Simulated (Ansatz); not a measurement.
A geometry of Si2W away from equilibrium: step 2 of the relaxation of a relaxed Si2W cell displaced along its unstable phonon at q = Γ (128i cm⁻¹), largest move 0.15 Å. Computed with PBE (plane waves to 420 eV, PAW, scalar-relativistic; Ansatz, a program for electronic structure). Γ-centred k-mesh 9×9×12 on the run's cell (coarser than for final values), Fermi–Dirac smearing 0.05 eV.

```yaml
crystal:
  lattice:
    - [4.35155, 0.00000, 0.00000]
    - [-2.17577, 3.76855, 0.00000]
    - [0.00000, 0.00000, 2.60935]
  atoms:
    - { symbol: W, position: [0.00000, 0.00000, 0.95416] }
    - { symbol: Si, position: [0.33333, 0.66667, 0.57189] }
    - { symbol: Si, position: [0.66667, 0.33333, 0.57189] }
```

Q: What forces act on the atoms (eV/Å)?

A: 
```csv
atom,Fx,Fy,Fz
W1,0.00,0.00,-0.55
Si2,0.00,0.00,0.27
Si3,0.00,0.00,0.27
```

Q: What is the pressure?

A: -0.1 GPa, compression positive.

Q: How far above the relaxed end point is this geometry?

A: 0.03 eV/atom; the path ends in P6mm (No. 183).

No spin polarisation in the result.

The run could not lose the symmetry of its start, so the end can be a saddle point.

The end of the path is a generated cell of Si2W: the first start was made by placing the elements on the sites of a structure type, and the end was not matched to a known phase here, so it may be hypothetical. Known forms of Si2W include space group No. 139.
